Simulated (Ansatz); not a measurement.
Input:

MgS (rock salt)

```
MgS
1.0
    0.00000     2.60157     2.60157
    2.60157     0.00000     2.60157
    2.60157     2.60157     0.00000
S Mg
1 1
Cartesian
  0.00000   0.00000   0.00000
  2.60157   2.60157   2.60157
```

In each cell atom 2 (Mg, nearest neighbour S at 2.602 Å; its periodic images, 3.7 Å or more away, move with it) moves by s·(1.000, 0.000, 0.000) (along Cartesian x), the rest being held.

Computed with r2SCAN (plane waves to 500 eV, PAW, scalar-relativistic; Ansatz, a first-principles code). k mesh 9×9×9 (Γ-centred), Fermi-Dirac smearing 0.05 eV. The energy includes the smearing's −TS. MgS was relaxed with its symmetry unable to fall. ΔE is measured from the undisplaced structure.

The scan covers s from -0.260 to 0.260 Å in 11 points.

Problem. Is this a single well or a double well?

Solution. A single well with its minimum at or next to zero displacement.

Problem. Is the energy the same for equal positive and negative displacements?

Solution. Even: the same for both signs. With its periodic images moving along, the atom's site symmetry in this cell is m-3m.

Problem. What is the energy change at s = 0.260 Å?

Solution. 116.5 meV/cell.

Problem. What is the force constant k = d²E/ds² of this move at s = 0?

Solution. 2.85 eV/Å².

Problem. With two atoms in the cell this is the zone-centre optical mode. What wavenumber follows (transverse: no LO-TO term)?

Solution. 237 cm⁻¹.

(For displaced atoms, the force is minus the slope of the energy, and its curvature is a force constant, which sets phonon frequencies.)
